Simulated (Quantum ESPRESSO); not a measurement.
Space group F-43m (No. 216); a = b = c = 5.9393 Å, α = β = γ = 90.00°

| atom | site | symmetry | x | y | z |
|---|---|---|---|---|---|
| S | 4c | -43m | 0.2500 | 0.2500 | 0.2500 |
| Hg | 4a | -43m | 0.0000 | 0.0000 | 0.0000 |
(The calculation used a cell of 2 atoms; values per cell refer to that cell.)

The geometry is that of Materials Project entry mp-1123, symmetrised and not relaxed again.

Q: What does PBE (Quantum ESPRESSO, PseudoDojo norm-conserving, 66 Ry, scalar-relativistic) give for the electronic structure near the Fermi level?

A: At this level the gap is closed or nearly so: along the path the highest valence and lowest conduction bands touch, or overlap by less than 0.6 eV, a zero-gap or semimetallic result; the valence top lies at Γ, the conduction bottom at Γ. Semilocal functionals close the gaps of some narrow-gap semiconductors, so this alone doesn't show that the compound has none. Without spin-orbit coupling, band edges of such heavy elements can be off by tenths of an eV.

This is not the ordinary phase of the substance.
